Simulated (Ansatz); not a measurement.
BeSe (zinc blende, space group No. 216) at seven volumes, DFT-LDA in the program Ansatz with PAW potentials, scaled uniformly. One row is withheld.

| V (Å³/atom) | P (GPa) |
|---|---|
| 14.924 | 9.50 |
| 15.416 | 5.85 |
| 15.908 | 2.71 |
| 16.400 | 0.00 |
| 16.892 | ? |
| 17.384 | -4.37 |
| 17.876 | -6.12 |

Problem. Fit the shown pressures and predict the withheld one.

Solution. Third-order Birch–Murnaghan: P = (3/2)B₀(x^(7/2) − x^(5/2))[1 + (3/4)(B′ − 4)(x − 1)] with x = (V₀/V)^(2/3). Least squares on the six rows gives V₀ = 16.400 Å³/atom, B₀ = 83.92 GPa, B′ = 3.88. At V = 16.892, x = 0.9805 and P = -2.34 GPa. The run itself gave -2.35 GPa.

Space group F-43m (zinc blende). The cell was relaxed with LDA under the symmetry of its start.

Potentials: the earlier of the program's two PAW sets. The files were generated under PBE; for other functionals the program regenerates the frozen cores, and for LDA and PBEsol the local potential too.
